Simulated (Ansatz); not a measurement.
Ca$_{2}$CuO$_{3}$ in space group Immm (No. 71; Ca on 4j, Cu on 2d, O on 2a, O on 4j), PBE in the plane-wave PAW code Ansatz, all energies at zero smearing, with the estimated change up to a 700 eV cutoff added, with one set of potentials and settings (totals compare only within such a set). Cell of 6 atoms (2 Ca, 1 Cu, 3 O): -11966.805 eV.

```csv
element,reference phase,E (eV/atom)
Ca,"Fm-3m, 1 atoms in the cell",-1816.8597
Cu,"Fm-3m, 1 atoms in the cell",-6625.1757
O,"C2/m, 4 atoms in the cell, spin-polarised",-565.0000
```

Formation energy per atom, worked out: (-11966.805 − 2×(-1816.8597) − 1×(-6625.1757) − 3×(-565.0000))/6 = -2.152 eV/atom (-208 kJ per mol of atoms), at 0 K, without zero-point energy or fitted corrections.

The first step of the workflow began from a Materials Project structure, measured or hypothetical; the Crystallography Open Database files this formula in space group No. 71, but the cells were not matched. Whether it is the stable phase at ambient conditions was not checked. The PBE relaxation kept the symmetry of its start; its stability against distortions is not shown here. No spin polarisation was allowed. No Hubbard U is applied. The references are the lowest solids computed at this level, not always the standard phases (solids in place of the gases).

Potentials: the later of the program's two PAW sets.
